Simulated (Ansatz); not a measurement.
This Ge2SbO structure is the end of a relaxation. The cell was found from a structure generator's guess, not taken from experiment.

These are results of DFT PBE, scalar-relativistic, plane waves, PAW in Ansatz, not measurements. Cutoff 420 eV, Γ-centred mesh, Gaussian smearing, no spin polarisation.

```
Ge Sb O
1.0
     3.09521    0.00000    0.00000
    -1.54760    2.68053    0.00000
     0.00000    0.00000    9.93207
Ge Sb O
2 1 1
Direct
  0.00000 0.00000 0.31983
  0.00000 0.00000 0.68017
  0.00000 0.00000 0.00000
  0.00000 0.00000 0.50000
```

Energies over the elements count from the elements' standard structures at the same level (O₂ as a molecule), with no fitted energy shifts.

(1) Find its symmetry and describe it.

(2) What is its formation energy per atom?

(3) Is it a metal?

## Answers

(1) P6/mmm (No. 191). Conventional cell: a = 3.095 Å, c = 9.932 Å. Ge is surrounded by 1 O at 1.79 Å, 6 Ge at 3.10 Å and 1 Sb at 3.18 Å; around Sb lie 6 Sb at 3.10 Å and 2 Ge at 3.18 Å; O has 2 Ge at 1.79 Å.

(2) −0.20 eV/atom. Whether it is stable depends on the other phases of the system, which aren't compared here.

(3) Yes, bands cross the Fermi level on the 18×18×6 mesh.

The last run used an 18×18×6 mesh (in the run's order of axes) for its 4-atom cell and Gaussian smearing of 0.10 eV. These runs have no spin–orbit coupling, which can matter for Sb. An odd number of electrons in the primitive cell allows no gap without spin; a larger cell or a magnetic state could open one. A structure relaxed within its symmetry needn't be a true minimum.
